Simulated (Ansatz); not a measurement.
Rh:
```cif
data_Rh
_chemical_formula_sum 'Rh1'
_space_group_name_H-M_alt 'P 1'
_space_group_IT_number 1
_cell_length_a 2.68238
_cell_length_b 2.68238
_cell_length_c 2.68238
_cell_angle_alpha 60.000
_cell_angle_beta 60.000
_cell_angle_gamma 60.000
loop_
_space_group_symop_operation_xyz
  'x, y, z'
loop_
_atom_site_label
_atom_site_type_symbol
_atom_site_fract_x
_atom_site_fract_y
_atom_site_fract_z
_atom_site_occupancy
Rh1 Rh 0.00000 0.00000 0.00000 1
```

Relaxed with PBE+D3(BJ).

### Question
Which orbitals make up the states near the Fermi level in PBE+D3(BJ) (plane waves, PAW; program Ansatz)?

### Answer
Within 0.5 eV of the Fermi level: Rh 4d 96 %. Projections are on Löwdin-orthogonalised atomic valence shells; empty p or d shells of many metals are not among them.

### Question
Tabulate the density of states.

### Answer
States/eV per cell of 1 atom, in 0.25 eV bins, energy from the Fermi level.

| E (eV) | total | Rh 4d | Rh 5s | Rh 4p |
|---|---|---|---|---|
| -7.85 | 0.02 | 0.00 | 0.02 | 0.00 |
| -7.60 | 0.04 | 0.00 | 0.04 | 0.00 |
| -7.35 | 0.06 | 0.00 | 0.05 | 0.00 |
| -7.10 | 0.07 | 0.00 | 0.06 | 0.00 |
| -6.85 | 0.09 | 0.00 | 0.08 | 0.00 |
| -6.60 | 0.11 | 0.01 | 0.09 | 0.00 |
| -6.35 | 0.20 | 0.07 | 0.12 | 0.00 |
| -6.10 | 0.61 | 0.41 | 0.19 | 0.01 |
| -5.85 | 1.20 | 0.91 | 0.26 | 0.01 |
| -5.60 | 1.64 | 1.31 | 0.30 | 0.01 |
| -5.35 | 2.10 | 1.77 | 0.30 | 0.01 |
| -5.10 | 1.72 | 1.54 | 0.15 | 0.01 |
| -4.85 | 1.42 | 1.31 | 0.09 | 0.01 |
| -4.60 | 1.10 | 1.02 | 0.06 | 0.01 |
| -4.35 | 1.29 | 1.23 | 0.04 | 0.01 |
| -4.10 | 1.32 | 1.25 | 0.05 | 0.01 |
| -3.85 | 1.22 | 1.15 | 0.05 | 0.01 |
| -3.60 | 1.34 | 1.26 | 0.07 | 0.01 |
| -3.35 | 1.41 | 1.31 | 0.08 | 0.01 |
| -3.10 | 1.69 | 1.56 | 0.10 | 0.01 |
| -2.85 | 2.31 | 2.17 | 0.11 | 0.01 |
| -2.60 | 2.12 | 1.98 | 0.09 | 0.01 |
| -2.35 | 1.24 | 1.13 | 0.08 | 0.01 |
| -2.10 | 1.37 | 1.25 | 0.07 | 0.01 |
| -1.85 | 1.17 | 1.08 | 0.06 | 0.00 |
| -1.60 | 1.40 | 1.31 | 0.06 | 0.00 |
| -1.35 | 1.54 | 1.46 | 0.05 | 0.00 |
| -1.10 | 1.47 | 1.39 | 0.05 | 0.00 |
| -0.85 | 1.29 | 1.22 | 0.05 | 0.00 |
| -0.60 | 1.19 | 1.12 | 0.04 | 0.00 |
| -0.35 | 1.16 | 1.10 | 0.04 | 0.00 |
| -0.10 | 1.23 | 1.17 | 0.04 | 0.00 |
| 0.15 | 1.43 | 1.37 | 0.04 | 0.00 |
| 0.40 | 2.08 | 2.01 | 0.05 | 0.00 |
| 0.65 | 1.62 | 1.56 | 0.05 | 0.00 |
| 0.90 | 0.78 | 0.71 | 0.06 | 0.00 |
| 1.15 | 0.22 | 0.14 | 0.07 | 0.00 |
| 1.40 | 0.23 | 0.13 | 0.08 | 0.00 |
| 1.65 | 0.23 | 0.12 | 0.08 | 0.00 |
| 1.90 | 0.23 | 0.11 | 0.09 | 0.00 |
| 2.15 | 0.23 | 0.10 | 0.10 | 0.00 |
| 2.40 | 0.23 | 0.09 | 0.10 | 0.00 |
| 2.65 | 0.24 | 0.08 | 0.10 | 0.00 |
| 2.90 | 0.24 | 0.08 | 0.11 | 0.00 |
| 3.15 | 0.24 | 0.07 | 0.11 | 0.00 |
| 3.40 | 0.24 | 0.06 | 0.11 | 0.00 |
| 3.65 | 0.24 | 0.06 | 0.10 | 0.00 |
| 3.90 | 0.24 | 0.05 | 0.10 | 0.00 |
| 4.15 | 0.24 | 0.05 | 0.10 | 0.00 |
| 4.40 | 0.24 | 0.04 | 0.09 | 0.00 |
| 4.65 | 0.23 | 0.04 | 0.09 | 0.00 |

Space group Fm-3m (fcc (Cu type)). The PBE+D3(BJ) relaxation kept the symmetry of its start. The run is not spin-polarised. The pairwise dispersion correction was not fitted to metals. Spin–orbit coupling is left out wherever it is not named.

Potentials: the earlier of the program's two PAW sets.
